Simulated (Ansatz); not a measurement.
**Structure relaxation, AlN**

The start is a generated cell, AlN placed in the zincblende structure type. The structure is fully relaxed (lattice and positions, P = 0) with PBE (plane waves to 420 eV, PAW, scalar-relativistic; Ansatz, a quantum-chemistry and plane-wave program). The first steps use a coarse 9×9×9 k-mesh.

The start:
```
CELL_PARAMETERS angstrom
      0.00000     2.22501     2.22501
      2.22501     0.00000     2.22501
      2.22501     2.22501     0.00000
ATOMIC_POSITIONS crystal
  N  0.75000 0.75000 0.75000
  Al 0.00000 0.00000 0.00000
```

Task: How much energy is released per atom?

Result: 7 meV/atom.

Task: How does the volume change?

Result: -3.2 %, from 11.02 to 10.67 Å³/atom.

The space group stays F-43m (No. 216) (the run could not lower it); the end is zinc blende type, with 2 atoms in the primitive cell. Final values are on a 13×13×13 k-mesh of the relaxed cell. No spin polarisation in the result.

The run could not lose the symmetry of its start.

All atoms sit on sites fixed by symmetry, so only the cell could relax.
